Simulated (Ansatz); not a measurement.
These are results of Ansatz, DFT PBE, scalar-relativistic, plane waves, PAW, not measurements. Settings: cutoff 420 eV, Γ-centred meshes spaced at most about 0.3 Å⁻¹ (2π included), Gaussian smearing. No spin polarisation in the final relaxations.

Temperature and zero-point effects are left out. All come from trial cells, and lower structures may exist.

Question: These unrelaxed guesses for Mg3CdSe4 are each relaxed within their symmetry. Order them by the energy at which they end, lowest first.
A.

```
Mg Cd Se
1.0
     4.05090    0.00000    0.00000
     0.00000    4.05090    0.00000
     0.00000    0.00000   11.45768
Mg Cd Se
3 1 4
Cartesian
  0.0000 0.0000 8.5933
  2.0255 2.0255 0.0000
  0.0000 0.0000 2.8644
  2.0255 2.0255 5.7288
  2.0255 0.0000 1.4322
  0.0000 2.0255 4.2966
  2.0255 0.0000 7.1610
  0.0000 2.0255 10.0255
```

B.

```
Mg Cd Se
1.0
     4.05090    0.00000    0.00000
     0.00000    4.05090    0.00000
     0.00000    0.00000   11.45768
Mg Cd Se
3 1 4
Cartesian
  2.0255 2.0255 2.8644
  0.0000 0.0000 5.7288
  2.0255 2.0255 8.5933
  0.0000 0.0000 0.0000
  0.0000 0.0000 2.8644
  2.0255 2.0255 5.7288
  0.0000 0.0000 8.5933
  2.0255 2.0255 0.0000
```

Answer: A (ends in P-4m2, 0 meV/atom), B (ends in P4/mmm, 58 meV/atom).

With atoms moved at random, P-4m2 came back. Other cells relaxed within their symmetry can be saddle points. Some candidate types were left out of the draw beforehand, so a known form may be missing.
